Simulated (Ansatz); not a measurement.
Input file for Ansatz (a program for electronic structure):

Ansatz 0.2 input:
```yaml
crystal:
  lattice:
    - [0.0, 3.972246939, 3.972246939]
    - [3.972246939, 0.0, 3.972246939]
    - [3.972246939, 3.972246939, 0.0]
  atoms:
    - { symbol: Bi, position: [0.0, 0.0, 0.0] }
    - { symbol: Bi, position: [0.25, 0.25, 0.25] }
    - { symbol: Au, position: [0.625, 0.625, 0.125] }
    - { symbol: Au, position: [0.625, 0.125, 0.625] }
    - { symbol: Au, position: [0.625, 0.625, 0.625] }
    - { symbol: Au, position: [0.125, 0.625, 0.625] }
kpoints:
  mp_grid: { grid: [19, 19, 19] }
hamiltonian:
  xc: pbesol
  pseudopotentials: { kind: paw }
scf:
  occupations: { method: fermi_dirac, width: 0.1 }
elastic: { mode: relaxed_ion, stencil: two_point, amplitude: 0.005, f_tol: 0.0005 }
```

Output (shortened):

```
Pseudopotential: Bi, paw, valence charge 15
Pseudopotential: Au, paw, valence charge 19
Functional definition: PBEsol
Crystal: 6 atoms, lattice volume = 125.354 Å³
Basis set: ecut = 420 eV, 2445 PW (Γ), exchange–correlation on 80×80×80 points (8 copies of the dense FFT grid, shifted against one another)
Bands: 64, of which v1, the nominal top of the filled ones, is band 53 counted from 1 (52 counted from 0)
Symmetry: 48 space group operations
Space group: Fd-3m (ITA 227), of the structure as read, at distance tolerance 5.0e-5 Å
k-points: 220 of 6859
SCF 1 converged in 11 iterations: F = -76512.799831 eV  dr2 = 1.58e-14
Crystal: 6 atoms, lattice volume = 124.727 Å³
Basis set: ecut = 420 eV, 2437 PW (Γ), exchange–correlation on 80×80×80 points (8 copies of the dense FFT grid, shifted against one another)
Symmetry: 16 space group operations
k-points: 550 of 6859
SCF 2 converged in 10 iterations: F = -76512.798240 eV  dr2 = 1.22e-14
Crystal: 6 atoms, lattice volume = 125.981 Å³
SCF 3 converged in 7 iterations: F = -76512.798406 eV  dr2 = 5.99e-14
Crystal: 6 atoms, lattice volume = 125.353 Å³
Symmetry: 8 space group operations
k-points: 1000 of 6859
SCF 4 converged in 12 iterations: F = -76512.799460 eV  dr2 = 2.77e-14
relax step   1: F+E_penalty+E_count = -76512.79946006 eV  Δ(F+E_penalty+E_count) = +0.000e0 eV  max|allowed force component| = 1.183e-2 eV/Å  Δτ_max = 0.0000 Å  (12 SCF iters, accepted)
Crystal: 6 atoms, lattice volume = 125.353 Å³
SCF 5 converged in 9 iterations: F = -76512.799504 eV  dr2 = 7.47e-14
relax step   2: F+E_penalty+E_count = -76512.79950358 eV  Δ(F+E_penalty+E_count) = -4.351e-5 eV  max|allowed force component| = 1.763e-3 eV/Å  Δτ_max = 0.0032 Å  (9 SCF iters, accepted)
Crystal: 6 atoms, lattice volume = 125.353 Å³
SCF 6 converged in 8 iterations: F = -76512.799505 eV  dr2 = 3.50e-14
relax step   3: F+E_penalty+E_count = -76512.79950456 eV  Δ(F+E_penalty+E_count) = -9.878e-7 eV  max|allowed force component| = 2.335e-7 eV/Å  Δτ_max = 0.0006 Å  (8 SCF iters, accepted)
Crystal: 6 atoms, lattice volume = 125.353 Å³
SCF 7 converged in 2 iterations: F = -76512.799505 eV  dr2 = 2.87e-14
Crystal: 6 atoms, lattice volume = 125.353 Å³
SCF 8 converged in 12 iterations: F = -76512.799460 eV  dr2 = 2.75e-14
relax step   1: F+E_penalty+E_count = -76512.79946006 eV  Δ(F+E_penalty+E_count) = +0.000e0 eV  max|allowed force component| = 1.183e-2 eV/Å  Δτ_max = 0.0000 Å  (12 SCF iters, accepted)
Crystal: 6 atoms, lattice volume = 125.353 Å³
SCF 9 converged in 10 iterations: F = -76512.799505 eV  dr2 = 4.32e-15
relax step   2: F+E_penalty+E_count = -76512.79950456 eV  Δ(F+E_penalty+E_count) = -4.450e-5 eV  max|allowed force component| = 1.318e-6 eV/Å  Δτ_max = 0.0038 Å  (10 SCF iters, accepted)
Crystal: 6 atoms, lattice volume = 125.353 Å³
SCF 10 converged in 2 iterations: F = -76512.799505 eV  dr2 = 1.19e-14
SCF converged after 11 iterations
Free energy (F): -76512.799831 eV
Harris-Foulkes:  -76512.799831 eV  (|F-HF|=1.46e-11)
Internal energy: -76512.753472 eV  (E = F + TS)
E sigma→0 (E₀):  -76512.776651 eV
Entropy (-TS):   -0.046359 eV (-7.726 meV/atom)
Fermi energy:    17.049962 eV
--- Per-component energies (eV) ---
  E_band       = -1111.009991
  E_kinetic    = 3024.848577
  E_local      = -10953.703950  (includes V_loc(G=0)·N_el)
  E_nonlocal   = 1433.370791
  E_hartree    = 4401.308670
  E_xc         = -1210.045374
  E_vxc        = -1390.594951  (∫ρ·V_xc dr)
  E_paw        = -59280.155054  (= ΣΔE_a)
  E_vpaw       = -2027.552408  (= ΣTr[D̂ρ^β])
  E_aug_tail   = 0.004624  (compensation charges beyond the density's cutoff)
  E_ewald      = -13929.799176
  E_core_change = 1.417421  (= ΣΔE_core)
  E_smearing   = -0.046359  (= −TS)
  E_closure    = 0.000000  (closes the sum)
  Σ components = -76512.799831   (vs F -76512.799831, Δ=0.00e0)
--- Forces (eV/Å), atoms counted from 1 ---
  atom   1  Bi     0.00000000     0.00000000     0.00000000
  atom   2  Bi     0.00000000     0.00000000     0.00000000
  atom   3  Au     0.00000000     0.00000000     0.00000000
  atom   4  Au     0.00000000     0.00000000     0.00000000
  atom   5  Au     0.00000000     0.00000000     0.00000000
  atom   6  Au     0.00000000     0.00000000     0.00000000
  max |Σ_I F_I| component: 6.48e-17 eV/Å
--- Stress (GPa, compression-positive) ---
        0.015911       0.000000       0.000000
        0.000000       0.015911       0.000000
        0.000000       0.000000       0.015911
  P = ⅓ Tr σ = 0.0159 GPa (0.159 kbar)
--- Band table (eV; the first three rows and the last of 220) ---
  k-point 0: bands = ["-88.4954", "-88.4833", "-88.4833", "-88.4833", "-40.0847", "-39.9485", "-39.9485", "-39.9485", "-39.9041", "-39.9041", "-39.8184", "-39.8184", "-39.8184", "-39.8090", "-39.8090", "-39.8090", "-5.9945", "-5.9945", "-5.9945", "-5.9758", …
  k-point 1: bands = ["-88.4954", "-88.4833", "-88.4833", "-88.4833", "-40.0835", "-39.9483", "-39.9480", "-39.9480", "-39.9039", "-39.9039", "-39.8189", "-39.8189", "-39.8184", "-39.8104", "-39.8092", "-39.8092", "-5.9950", "-5.9950", "-5.9943", "-5.9751", …
  k-point 2: bands = ["-88.4952", "-88.4835", "-88.4833", "-88.4833", "-40.0803", "-39.9475", "-39.9466", "-39.9466", "-39.9031", "-39.9031", "-39.8206", "-39.8206", "-39.8184", "-39.8145", "-39.8098", "-39.8098", "-5.9963", "-5.9963", "-5.9935", "-5.9735", …
  k-point 219: bands = ["-88.4897", "-88.4890", "-88.4833", "-88.4833", "-39.9904", "-39.9792", "-39.9104", "-39.9087", "-39.8845", "-39.8787", "-39.8723", "-39.8688", "-39.8374", "-39.8356", "-39.8315", "-39.8263", "-6.0124", "-6.0113", "-5.9594", "-5.9532", …
--- Elastic constants: 2 strain directions × 2 members + reference (group order 48) ---
  dense FFT box of the reference and of every strained cell: 40×40×40
  strains applied: 11, 23; error gains: componentwise 1.00 (the most a stress slope's error grows in a printed constant), spectral 1.73 (1 for all six strains …
  C = ∂σ_k/∂η_j (tension-positive GPa; Voigt order 11 22 33 23 13 12):
       154.281    106.782    106.782      0.000      0.000      0.000
       106.782    154.281    106.782      0.000      0.000      0.000
       106.782    106.782    154.281      0.000      0.000      0.000
         0.000      0.000      0.000     33.510      0.000      0.000
         0.000      0.000      0.000      0.000     33.510      0.000
         0.000      0.000      0.000      0.000      0.000     33.510
  reference stress σ⁰ (GPa):     -0.016     -0.016     -0.016      0.000      0.000      0.000
  moduli (Voigt/Reuss/Hill, GPa): K = 122.61/122.61/122.61   G = 29.61/28.78/29.19   E = 81.14   ν = 0.390
  mechanically stable: yes (min eigenvalue of sym C = 33.51 GPa)
  strain η (Voigt 11):  stress-route row diagonal C_11 = 154.28 GPa, energy-path curvature d²(F+E_count+ΔE)/dδ²/Ω₀ = 154.28 GPa
         δ    σ_11 (GPa)             F (eV)   n_scf  n_hpsi   n_pw
    -5.000e-3      -0.8022      -76512.7982398      10  672555   2459   relax 0 steps, max|allowed force component| 1.16e-16 eV/Å
     5.000e-3       0.7406      -76512.7984057       7  503841   2489   relax 0 steps, max|allowed force component| 1.11e-16 eV/Å
  strain η (Voigt 23):  stress-route row diagonal C_44 = 33.51 GPa, energy-path curvature d²(F+E_count+ΔE)/dδ²/Ω₀ = 33.53 GPa
         δ    σ_23 (GPa)             F (eV)   n_scf  n_hpsi   n_pw
    -5.000e-3      -0.1676      -76512.7995046       2  578570   2476   relax 3 steps, max|allowed force component| 2.33e-7 eV/Å
     5.000e-3       0.1676      -76512.7995046       2  578400   2476   relax 2 steps, max|allowed force component| 1.32e-6 eV/Å
```

Cost: about 40 core-minutes (a rough figure) on shared cores.

The workflow started from a Materials Project entry (that database holds measured and hypothetical structures alike); the Crystallography Open Database files this formula in space group No. 227, but the cells were not matched. Its standing as an ambient phase is unchecked. The PBEsol relaxation kept the symmetry of its start; of distortions, only those at the zone centre were tested. As this level gives no gap, shear constants depend on the k-mesh and smearing (Fermi–Dirac, 0.1 eV here). Spin–orbit coupling is left out wherever it is not named.

Potentials: the later of the program's two PAW sets.

Ansatz is a plane-wave DFT program.
